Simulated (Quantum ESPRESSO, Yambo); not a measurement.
CdClOH (space group P6_3mc, No. 186). Cell and atoms were relaxed with PBE+D3(BJ) from Materials Project entry mp-644222, within its symmetry. Chain: PBEsol (pw.x of Quantum ESPRESSO, ONCV potentials, no spin-orbit coupling); G0W0 in Yambo (3×3×1 Γ-centred k mesh, bands 9 to 193 and a 7 Ry block in the screening, 193 bands in G with the Bruneval-Gonze terminator, plasmon pole fitted at 27.2 eV); BSE (6×6×2 mesh, 20 valence and 6 conduction bands, static screening with 80 bands and a 3 Ry block, scissor 1.99 eV, Tamm-Dancoff).

The PBEsol gap (dense path) is 2.39 eV and the PBEsol gap Γ → Γ on the GW mesh is 2.39 eV. The PBEsol smallest direct gap on the GW mesh, at Γ is 2.39 eV and the G0W0 direct gap at that point is 4.38 eV. The G0W0 correction to the gap Γ → Γ is 1.99 eV and the lowest exciton is no binding energy given (see below).

Rough cost of the Yambo steps against G0W0 for 4 states: BSE about 6×.

Nearest settings tried, and what they do to the gap: 129 bands in G: +3 meV; 129 bands in W, 129 bands in G: +63 meV; 6 Ry block (213 vectors against 251): -31 meV. Not varied: mesh. So the settings aren't converged at that level. The k mesh is coarse. The BSE states are vertical excitations (zero momentum). The lowest state covers only about 1 of the 72 k points, so the mesh doesn't resolve it: its energy and its distance from the direct gap are mesh artefacts. An extended exciton needs a far denser mesh. Axes are Cartesian, with cell vectors (Å) (3.70, 0.00, 0.00), (-1.85, 3.20, 0.00), (0.00, 0.00, 10.18).

Spin-orbit splittings are left out.
